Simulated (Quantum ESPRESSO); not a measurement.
## Ag3MoPt3W in 6 site orders

Calculated results; nothing here was measured. They come from Quantum ESPRESSO 7.5, a public plane-wave density functional program. Each row is one single-point run on a made-up periodic cell of eight metal atoms, with elements, volume, strain and displacements drawn at random and not relaxed, so a cell may be unstable or far from any real phase. There is no spin polarisation or spin-orbit coupling.

Settings: PBE unless stated; PseudoDojo standard norm-conserving files; Fermi-Dirac width 0.25 eV, which means electrons at about 2900 K; cutoff 1143 eV; 6 x 5 x 4 k mesh shifted half a step off Gamma. E is the free energy of the whole cell (internal energy minus TS), so a -TS column is already part of it. Stress is positive in tension, and the pressure P is minus a third of its trace.

Checks: one run of this series was repeated at a higher cutoff and on a denser mesh, which moved values by no more than 0.004 eV, 0.04 GPa and 0.006 eV/Å, and a second program with other atomic files agreed on it to 2 % rms in force and 0.5 GPa in pressure. Known limits: heavy elements are run without spin-orbit coupling, which real alloys of them have; a spin test at this wide smearing found no moment, but such smearing suppresses magnetism that the real alloy may have.

The lattice is face-centred cubic, and the cell vectors in Å are (-3.966, -0.001, 0.010); (-0.011, -3.919, 3.953); (-0.004, 5.757, 1.855), a volume of 119.08 Å³. The runs put one composition on the same eight displaced sites in different orders. E is counted from run 1, and the rms force is over all 24 components. Nothing is relaxed, so E mixes bonding between neighbours with strain on unrelaxed sites, and it is not an ordering energy.

```
run,elements on sites 1 to 8,E (eV),-TS (eV),rms force (eV/Å),largest force (eV/Å),P (GPa)
1,Ag Ag Pt Ag Pt Pt Mo W,0.000,-1.423,1.460,3.90,28.67
2,Ag Ag Ag Pt Pt Pt Mo W,-0.015,-1.391,1.292,3.07,29.00
3,Mo Ag Pt W Ag Pt Pt Ag,0.113,-1.433,1.532,4.73,28.38
4,Pt Ag Mo W Pt Ag Pt Ag,-0.265,-1.292,1.396,3.62,?
5,Pt Ag Ag W Ag Pt Pt Mo,-0.968,-1.083,1.251,3.04,27.38
6,Ag Pt Mo Pt Ag W Ag Pt,-1.024,-1.089,1.437,3.90,27.24
```

## Worked fit

A straight line through the runs shown gives P = 28.62 + 1.30 E GPa with E in eV, an error of 0.29 on the slope and a scatter of 0.32 GPa. At this fixed volume the orders of higher energy tend to have the higher pressure.

## Withheld value

Question: what pressure should run 4 give?

The fit gives 28.28 ± 0.36 GPa. The calculation gave 27.55 GPa. This run lies off the fit by more than twice that error, so something that the fit leaves out matters here.
